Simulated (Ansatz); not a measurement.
Here is the system:

CdTe:
```cif
data_Cd4Te4
_chemical_formula_sum 'Cd4 Te4'
_space_group_name_H-M_alt 'Fm-3m'
_space_group_IT_number 225
_space_group_name_Hall '-F 4 2 3'
_cell_length_a 6.08468
_cell_length_b 6.08468
_cell_length_c 6.08468
_cell_angle_alpha 90.000
_cell_angle_beta 90.000
_cell_angle_gamma 90.000
loop_
_atom_site_label
_atom_site_type_symbol
_atom_site_symmetry_multiplicity
_atom_site_Wyckoff_symbol
_atom_site_fract_x
_atom_site_fract_y
_atom_site_fract_z
_atom_site_occupancy
Cd1 Cd 4 a 0.00000 0.00000 0.00000 1
Te1 Te 4 b 0.50000 0.50000 0.50000 1
```
(The calculation used a cell of 2 atoms; values per cell refer to that cell.)

This is the r²SCAN-relaxed structure.

Question: All from r²SCAN (plane waves, PAW; program Ansatz), unless another level is named. Estimate the electronic character.

Answer: metallic (no gap).

Question: What about the formation energy from the elements (no fitted shifts)?

Answer: -0.40 eV/atom.

Question: What about the density of states at the Fermi level?

Answer: 0.38 states/eV per atom (mean over ±0.08 eV).

Question: What about the gap with spin–orbit coupling?

Answer: none (metallic).

Question: And the Z2 indices of the occupied bands with spin–orbit coupling?

Answer: 0;(000).

This is a known high-pressure phase of the composition, computed here at zero pressure and temperature. Symmetry was held in the r²SCAN relaxation; of distortions, only those at the zone centre were tested. The references are the lowest solids computed at this level, not always the standard phases. Scalar-relativistic: spin–orbit coupling is off unless named, which matters more the heavier the elements.

Potentials: the earlier of the program's two PAW sets.
